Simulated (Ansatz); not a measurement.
BaS:
```
CELL_PARAMETERS angstrom
      0.00000     3.16595     3.16595
      3.16595     0.00000     3.16595
      3.16595     3.16595     0.00000
ATOMIC_POSITIONS crystal
  Ba 0.00000 0.00000 0.00000
  S  0.50000 0.50000 0.50000
```

Relaxed with PBEsol. Special points in fractions of this cell's reciprocal vectors: Γ (0.000, 0.000, 0.000); X (0.500, 0.000, 0.500); U (0.625, 0.250, 0.625); K (0.375, 0.375, 0.750); L (0.500, 0.500, 0.500); W (0.500, 0.250, 0.750).

**Question.** List the band energies nearest the valence-band maximum at these points for DFT-PBEsol with spin–orbit coupling in the program Ansatz with PAW potentials.

**Answer.** In eV from the valence-band maximum; about four levels below and three above (degenerate sets whole), none deeper than 8.9 eV; points with the same levels are listed once.

| k | below | above |
|---|---|---|
| Γ | 0.00 0.00 0.00 0.00 | 3.58 3.58 3.82 3.82 3.82 3.82 |
| X | -0.19 -0.19 -0.05 -0.05 | 1.99 1.99 6.02 6.02 |
| U | -0.63 -0.63 -0.49 -0.49 | 3.18 3.18 5.86 5.86 |
| L | -1.14 -1.14 -1.11 -1.11 | 5.40 5.40 5.61 5.61 |
| W | -0.55 -0.55 -0.39 -0.39 | 4.16 4.16 4.19 4.19 |

Space group Fm-3m (rock salt). The cell was relaxed with PBEsol under the symmetry of its start.

Potentials: the later of the program's two PAW sets.
